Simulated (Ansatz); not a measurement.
CdO (rock salt, space group No. 225), PBEsol (plane waves, PAW; program Ansatz), all energies at zero smearing, with the estimated change up to a 700 eV cutoff added, with one set of potentials and settings (totals compare only within such a set). Cell of 2 atoms (1 O, 1 Cd): -8744.493 eV.

```json
[
 {"element": "O", "reference phase": "C2/m, 4 atoms in the cell, spin-polarised", "E (eV/atom)": "-558.3554"},
 {"element": "Cd", "reference phase": "P6_3/mmc, 2 atoms in the cell", "E (eV/atom)": "-8184.0667"}
]
```

Formation energy per atom, worked out: (-8744.493 − 1×(-558.3554) − 1×(-8184.0667))/2 = -1.035 eV/atom (-100 kJ per mol of atoms), at 0 K, without zero-point energy or fitted corrections.

Space group Fm-3m (rock salt). Symmetry was held in the PBEsol relaxation. The volume moved by 19 % from the start of the relaxation. The references are the lowest solids computed at this level, not always the standard phases (solids in place of the gases).

Potentials: the later of the program's two PAW sets.
